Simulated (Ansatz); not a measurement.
Data:

Relaxed BN (wurtzite):

```
BN
1.0
    5.10906     0.00000     0.00000
   -1.27726     2.21229     0.00000
    2.55453     0.00000     4.22457
B N
4 4
Direct
  0.83338   0.33333   0.99991
  0.33338   0.33333   0.99991
  0.91671   0.66667   0.49991
  0.41671   0.66667   0.49991
  0.02069   0.33333   0.62529
  0.52069   0.33333   0.62529
  0.10402   0.66667   0.12529
  0.60402   0.66667   0.12529
```

The atoms are displaced by Q × the pattern below (from a DFPT mode at L = (0.5, 0.0, 0.5), largest move 1; Q in Å), at fixed cell. It is one choice among 2 degenerate patterns. (q is in reciprocal vectors of the primitive cell; the cell shown is doubled to hold the pattern.)

```csv
atom,x,y,z
B1,0.113,0.065,0.080
B2,-0.113,-0.065,-0.080
B3,0.003,0.002,0.498
B4,-0.003,-0.002,-0.498
N5,-0.469,-0.271,-0.653
N6,0.469,0.271,0.653
N7,0.864,0.499,-0.066
N8,-0.864,-0.499,0.066
```

Method: PBE (plane waves to 420 eV, PAW, scalar-relativistic; Ansatz, a program for electronic structure). k mesh 15×15×15 (Γ-centred), Fermi-Dirac smearing 0.05 eV. E stands for the smeared free energy. BN was relaxed with its symmetry unable to fall. ΔE is measured from the undisplaced structure.

The scan covers Q from -0.100 to 0.100 Å in 13 points.

Which space group does the distorted structure have?

Cm (No. 8), lowered from P6_3mc.

What is the energy change at Q = 0.100 Å?

979 meV/cell.

What harmonic wavenumber does the curvature at Q = 0 give?

995 cm⁻¹.

(For displaced atoms, the force is minus the slope of the energy, and its curvature is a force constant, which sets phonon frequencies.)
